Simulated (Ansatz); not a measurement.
SrTiO$_{3}$:
Space group Pm-3m (No. 221); a = b = c = 3.9364 Å, α = β = γ = 90.00°

| atom | site | symmetry | x | y | z |
|---|---|---|---|---|---|
| Sr | 1b | m-3m | 0.5000 | 0.5000 | 0.5000 |
| Ti | 1a | m-3m | 0.0000 | 0.0000 | 0.0000 |
| O | 3d | 4/mm.m | 0.0000 | 0.0000 | 0.5000 |

Relaxed with PBE.

**Question.** Tabulate the valence density and the electron localisation function along the shortest Sr–Ti contact (3.41 Å), the program Ansatz at the PBE level (PAW).

**Answer.** 

| distance from Sr (Å) | density (e/Å³) | ELF |
|---|---|---|
| 0.34 | 2.53 | 0.43 |
| 0.51 | 2.68 | 0.77 |
| 0.68 | 1.97 | 0.86 |
| 0.85 | 1.10 | 0.85 |
| 1.02 | 0.50 | 0.68 |
| 1.19 | 0.22 | 0.25 |
| 1.36 | 0.11 | 0.06 |
| 1.53 | 0.08 | 0.03 |
| 1.70 | 0.08 | 0.04 |
| 1.87 | 0.09 | 0.05 |
| 2.05 | 0.11 | 0.05 |
| 2.22 | 0.14 | 0.04 |
| 2.39 | 0.25 | 0.06 |
| 2.56 | 0.65 | 0.24 |
| 2.73 | 2.12 | 0.56 |
| 2.90 | 5.05 | 0.63 |
| 3.07 | 8.13 | 0.40 |

The density is the valence pseudo-density with augmentation charge, so density and ELF within about 1 Å of a nucleus are not all-electron values.

Symmetry was held in the PBE relaxation. At this level the phase is dynamically unstable (imaginary phonons). The run is not spin-polarised.

Potentials: the later of the program's two PAW sets.
